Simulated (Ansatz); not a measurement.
# ⁶⁷Zn nuclear quadrupole resonance in Na₄AlZnP₃O₁₂

Cell: a Materials Project structure (computed, not necessarily an observed phase), taken as it stands.

```cif
data_Na4AlZnP3O12
_symmetry_space_group_name_H-M 'R3c:H'
_symmetry_Int_Tables_number 161
_cell_length_a 8.8887
_cell_length_b 8.8887
_cell_length_c 21.5284
_cell_angle_alpha 90.000
_cell_angle_beta 90.000
_cell_angle_gamma 120.000
loop_
_atom_site_label
_atom_site_type_symbol
_atom_site_symmetry_multiplicity
_atom_site_Wyckoff_symbol
_atom_site_fract_x
_atom_site_fract_y
_atom_site_fract_z
Na1 Na 18 b 0.3052 0.3417 0.5817
Na7 Na 6 a 0.0000 0.0000 0.4974
Al Al 6 a 0.0000 0.0000 0.6490
Zn Zn 6 a 0.0000 0.0000 0.3473
P P 18 b 0.9573 0.3270 0.5839
O19 O 18 b 0.2166 0.0276 0.3097
O25 O 18 b 0.7949 0.9651 0.6932
O31 O 18 b 0.0100 0.8186 0.4115
O37 O 18 b 0.9692 0.1560 0.5888
```

One atom of each set is listed; the run and its k-mesh use a cell of 42 atoms with edges of 8.82, 8.82, 8.82 Å.

Computed with Ansatz: DFT, PBE, plane waves and PAW, scalar-relativistic, 420 eV cutoff, Γ-centred 3×3×3 k-points, Fermi–Dirac smearing 0.02 eV.

⁶⁷Zn: I = 5/2, Q = 122.0 mb (year-2017 value). Static lattice, zero field.

Problem. Predict the zero-field ⁶⁷Zn lines of each site.

Solution. For I = 5/2 and η = 0 the lines are 3|C_Q|/20 and twice that; η pulls their ratio below 2.

```
site  atoms  V_zz (10²¹ V/m²)  C_Q (MHz)     η  line frequencies (MHz)
  Zn      2              3.81       11.2  0.00              1.69, 3.37
```

An axis of threefold or higher order runs through Zn, so V_zz lies along it and η is zero.

Hardware: 1 thread of Arm Neoverse V2 (aarch64; 8 cores open to the job, memory cap 2.5 GiB, no GPU), a shared host with a load of 0.2 a core. Wall time 1.8 min, CPU time 1.8 min, peak memory 1.1 GiB.
